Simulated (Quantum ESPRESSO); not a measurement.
**Band energies of BaAlGeH**

```
CELL_PARAMETERS angstrom
      4.33016     0.00000     0.00000
     -2.16508     3.75003     0.00000
      0.00000     0.00000     5.08098
ATOMIC_POSITIONS crystal
  H  0.00000 0.00000 0.97916
  Al 0.00000 0.00000 0.63651
  Ge 0.66667 0.33333 0.55240
  Ba 0.33333 0.66667 0.09793
```

norm-conserving PBEsol (Quantum ESPRESSO, 78 Ry, with spin-orbit coupling); path ΓMKΓALHA,LM,KH; energies in eV from the valence-band maximum.

```csv
k (1/Å),point,band 28,band 29,band 30,band 31,band 32,band 33,band 34,band 35
0.00,Γ,-0.53,1.06,1.06,3.16,3.16,3.24,3.24,4.37
0.24,,-0.65,1.80,1.81,2.81,2.83,3.25,3.26,3.52
0.60,,-0.59,1.02,1.03,2.49,2.52,3.15,3.19,3.21
0.84,M,-0.59,0.73,0.73,2.45,2.45,3.08,3.08,3.50
1.20,,-0.71,1.11,1.14,2.76,2.77,3.90,3.91,5.15
1.32,K,-0.76,1.13,1.16,2.89,2.91,3.78,3.79,5.64
1.43,,-0.72,1.15,1.18,2.72,2.73,3.94,3.94,5.39
1.75,,-0.57,1.90,1.91,2.14,2.15,2.98,3.02,4.20
1.97,,-0.66,2.17,2.18,2.46,2.51,3.02,3.03,3.42
2.29,Γ,-0.53,1.06,1.06,3.16,3.16,3.24,3.24,4.37
2.49,,-0.45,1.17,1.17,2.60,2.60,2.64,2.67,3.71
2.80,,-0.07,1.35,1.35,1.86,1.86,1.87,1.88,2.66
2.91,A,0.00,1.32,1.32,1.81,1.81,1.82,1.82,2.58
3.01,,-0.02,1.51,1.53,1.98,1.98,2.09,2.11,2.60
3.33,,-0.76,1.58,1.59,3.07,3.08,3.28,3.29,4.09
3.54,,-0.88,1.59,1.60,3.62,3.62,4.39,4.40,4.65
3.74,L,-0.81,1.63,1.63,3.72,3.72,4.43,4.43,5.29
3.87,,-0.73,1.89,1.91,3.70,3.71,4.45,4.47,5.05
4.11,,-0.47,3.29,3.31,3.41,3.43,4.66,4.71,4.83
4.23,H,-0.40,3.24,3.24,3.73,3.77,4.61,4.70,4.96
4.42,,-0.57,3.14,3.19,3.61,3.63,4.24,4.27,4.45
4.62,,-0.77,2.44,2.48,3.42,3.44,3.77,3.78,4.05
4.91,,-0.40,1.72,1.75,2.67,2.70,2.72,2.76,3.00
5.10,,0.00,1.49,1.51,1.96,1.99,2.03,2.04,2.59
5.20,A,0.00,1.32,1.32,1.81,1.81,1.82,1.82,2.58
5.20,L,-0.81,1.63,1.63,3.72,3.72,4.43,4.43,5.29
5.28,,-0.79,1.50,1.51,3.89,3.89,4.18,4.18,5.05
5.46,,-0.72,0.95,0.96,3.23,3.27,4.14,4.14,4.53
5.73,,-0.60,0.70,0.72,2.47,2.51,3.16,3.16,3.62
5.81,M,-0.59,0.73,0.73,2.45,2.45,3.08,3.08,3.50
5.81,K,-0.76,1.13,1.16,2.89,2.91,3.78,3.79,5.64
6.12,,-0.58,2.37,2.38,3.56,3.58,4.14,4.15,4.37
6.43,H,-0.40,3.24,3.24,3.73,3.77,4.61,4.70,4.96
```

The PBEsol gap is 0.64 eV; at least one edge lies off the plotted path, at a point of the SCF mesh. The smallest direct gap is 1.16 eV. Another valence extremum on the path lies within 0.02 eV, too close to call.

Geometry relaxed with PBEsol.
